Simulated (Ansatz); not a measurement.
Data:

Si:
```
CELL_PARAMETERS angstrom
      0.00000     2.72217     2.72217
      2.72217     0.00000     2.72217
      2.72217     2.72217     0.00000
ATOMIC_POSITIONS crystal
  Si 0.50000 0.50000 0.50000
  Si 0.75000 0.75000 0.75000
```

This is the r²SCAN-relaxed structure.

Q: All from r²SCAN in the plane-wave PAW code Ansatz, unless another level is named. Estimate the electron effective mass.

A: 0.19, 0.19, 0.93 mₑ (principal values).

Q: What about the hole effective mass, band 3 of 3 at the edge?

A: 0.17 along [100], 0.11 along [110], 0.095 along [111] (mₑ).

Q: Predict the HSE06 gap on the r²SCAN cell.

A: 1.14 eV.

Q: And the smallest direct gap on the standard path?

A: 2.74 eV.

Q: Next, the band gap?

A: 0.77 eV (indirect).

Q: What about the conduction-band minimum?

A: on the Γ–X line, 84 % of the way from Γ (6 equivalent valleys).

Space group Fd-3m (diamond). The cell was relaxed with r²SCAN under the symmetry of its start; phonons on a q-mesh show no instability.

Potentials: the later of the program's two PAW sets.
